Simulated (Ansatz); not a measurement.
## ScIn3As: start and end of a relaxation

The guess for ScIn3As was proposed by analogy with related compounds (R3m, No. 160). Its size is a guess.

start:

Space group R3m:H (No. 160). a = 3.600 Å, b = 3.600 Å, c = 30.200 Å, α = 90.00°, β = 90.00°, γ = 120.00°
| atom | site | symmetry | x | y | z |
| --- | --- | --- | --- | --- | --- |
| Sc | 3a | 3m | 0.0000 | 0.0000 | 0.0000 |
| In | 3a | 3m | 0.0000 | 0.0000 | 0.2120 |
| In | 3a | 3m | 0.3333 | 0.6667 | 0.0667 |
| In | 3a | 3m | 0.6667 | 0.3333 | 0.1393 |
| As | 3a | 3m | 0.3333 | 0.6667 | 0.2777 |

Level of theory: DFT PBE, scalar-relativistic, plane waves, PAW in Ansatz. Cutoff 420 eV, Gaussian smearing, Γ-centred meshes. Cell and atoms relax first on a coarse mesh, the cell is then made exact in the group found at 0.06 to 0.08 Å, and last on a converged mesh; the steps can't lower the symmetry of their start. No spin polarisation.

end:

Space group R3m:H (No. 160). a = 3.906 Å, b = 3.906 Å, c = 29.707 Å, α = 90.00°, β = 90.00°, γ = 120.00°
```tsv
atom	site	symmetry	x	y	z
Sc	3a	3m	0.0000	0.0000	0.0069
In	3a	3m	0.6667	0.3333	0.1155
In	3a	3m	0.3333	0.6667	0.2653
In	3a	3m	0.0000	0.0000	0.1944
As	3a	3m	0.3333	0.6667	0.0556
```

The symmetry stays R3m (No. 160). The volume per atom grows by 15.8 %, from 22.6 to 26.2 Å³. The shortest distance goes from 2.67 Å (Sc–As) to 2.68 Å (Sc–As).

* Volume per atom: 26.16 Å³
* Density: 5.89 g/cm³
* Formation energy: −0.28 eV/atom
* Gap on the 12×12×12 mesh of the 5-atom cell: 0 eV (a metal)

Formation energies are uncorrected and refer to the elements' standard structures at the same level.

The last run used Gaussian smearing of 0.10 eV. The reference form of As is held partly by dispersion forces, which this level lacks. A structure relaxed within its symmetry needn't be a true minimum. Another cell of the same search, in I-4m2, lies 161 meV/atom lower, so this cell isn't the stable form at this level.
